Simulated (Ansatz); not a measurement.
A geometry of BaTiO3 away from equilibrium: the start of the relaxation of a generated trial cell of BaTiO3 in the LiNbO3 structure type. Computed with r2SCAN (plane waves to 500 eV, PAW, scalar-relativistic; Ansatz, an electronic-structure program). Γ-centred k-mesh 5×5×5 on the run's cell (coarser than for final values), Fermi–Dirac smearing 0.05 eV.

```xyz
10
Lattice="2.9334 1.6936 5.1646 -2.9334 1.6936 5.1646 0.0000 -3.3872 5.1646" Properties=species:S:1:pos:R:3 pbc="T T T"
Ba     0.0000     0.0000    11.0392
Ba     0.0000     0.0000     3.2924
Ti     0.0000     0.0000    15.2953
Ti     0.0000     0.0000     7.5485
O     -0.6503     1.6755     9.0380
O      1.7762    -0.2745     9.0380
O     -1.1258    -1.4009     9.0380
O      1.1572     1.4191     6.4557
O      0.6503    -1.7117     6.4557
O     -1.8076     0.2927     6.4557
```

Problem. What forces act on the atoms (eV/Å)?

Solution. 
| atom | Fx | Fy | Fz |
|---|---|---|---|
| Ba1 | 0.00 | 0.00 | 0.40 |
| Ba2 | 0.00 | 0.00 | 0.40 |
| Ti3 | 0.00 | 0.00 | -2.12 |
| Ti4 | 0.00 | 0.00 | -2.12 |
| O5 | 3.34 | 1.27 | 0.57 |
| O6 | -0.57 | -3.53 | 0.57 |
| O7 | -2.77 | 2.26 | 0.57 |
| O8 | 0.57 | -3.53 | 0.57 |
| O9 | -3.34 | 1.27 | 0.57 |
| O10 | 2.77 | 2.26 | 0.57 |

Problem. What is the pressure?

Solution. -10.4 GPa, compression positive.

Problem. How far above the relaxed end point is this geometry?

Solution. 0.73 eV/atom; the path ends in R3m (No. 160).

No spin polarisation in the result.

The run could not lose the symmetry of its start; a randomly shaken copy of 10 atoms returns to this structure.

The first start was generated by placing the elements on the sites of a structure type. A measured structure of BaTiO3 has the same space group, R3m (No. 160); the sites were not compared with it. Another known form has space group No. 99.
